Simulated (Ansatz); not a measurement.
## Field gradients of Cs₃Al₂F₉ from run to run

Cell of run 1: an entry of the Crystallography Open Database (COD), taken as it stands.

Space group P6_3/mmc (No. 194); a = 6.2535, c = 14.7193 Å, γ = 120.00°.

```csv
site,Wyckoff,site symmetry,x,y,z
Cs1,2d,-6m2,0.3333,0.6667,0.7500
Cs3,4f,3m.,0.3333,0.6667,0.4267
Al,4e,3m.,0.0000,0.0000,0.1653
F11,6h,mm2,0.1405,0.2810,0.2500
F17,12k,.m.,0.2650,0.1325,0.0958
```

One atom of each set is listed.

Relaxed positions (PBE, cell held):

Cs1 (0.3333, 0.6667, 0.7500)
Cs3 (0.3333, 0.6667, 0.4359)
Al (0.0000, 0.0000, 0.1566)
F11 (0.1275, 0.2550, 0.2500)
F17 (0.2854, 0.1427, 0.0997)

All runs are DFT with Ansatz 0.2.0 (plane waves and PAW, scalar-relativistic unless spin–orbit coupling is named, Γ-centred meshes, Fermi–Dirac smearing where given) in this cell.

Run 1: PBE, atoms as given; 420 eV, 4×4×2 k-points, smearing 0.02 eV.
Run 2: PBE, atoms relaxed; 420 eV, 4×4×2 k-points, smearing 0.02 eV.
Run 3: r2SCAN, at the relaxed atoms; 500 eV, 4×4×2 k-points, smearing 0.02 eV.
Run 4: PBE, at the relaxed atoms; 550 eV, 4×4×2 k-points, smearing 0.02 eV.

```tsv
run	Cs1 V_zz (η)	Cs3 V_zz (η)	F11 V_zz (η)	F17 V_zz (η)
1	-2.73 (0.00)	7.55 (0.00)	7.48 (0.89)	7.27 (0.22)
2	-2.04 (0.00)	4.49 (0.00)	-6.58 (0.28)	6.81 (0.24)
3	-2.28 (0.00)	4.73 (0.00)	-6.63 (0.28)	6.75 (0.23)
4	?	?	?	?
```

V_zz in 10²¹ V/m²; 4 of the 5 sets of like atoms are followed.

Q: Estimate the row of run 4.

A: Cs1: -2.04 (0.00); Cs3: 4.49 (0.00); F11: -6.60 (0.28); F17: 6.84 (0.24). It lies nearest to run 2, from whose tensors on these sites it differs by 0.03 at most (largest principal value of the difference, on F17). Taken one at a time, the positions of the atoms (as given or relaxed) move the tensors on these sites by up to 5.10 (largest principal value of the change, on F11), the functional (r2SCAN with its higher cutoff) by 0.25 (Cs1), the cutoff by 0.03 (F17). On some sites the largest principal value moves to another axis from run to run, and the sign of V_zz can flip with it.

Without spin–orbit coupling (the program notes it for Cs) the gradients are little affected as a rule: paired runs on crystals with a gap mostly move them by under 2 % at such atoms. The database positions were far from equilibrium, so the relaxed structure may not be the compound's real one. In runs 1, 3 the atoms aren't at the calculated equilibrium (largest force 3.8, 0.37 eV/Å). Run 1: The database positions are far from the calculated equilibrium, so these values describe the entry as written and may be far from the real compound's.
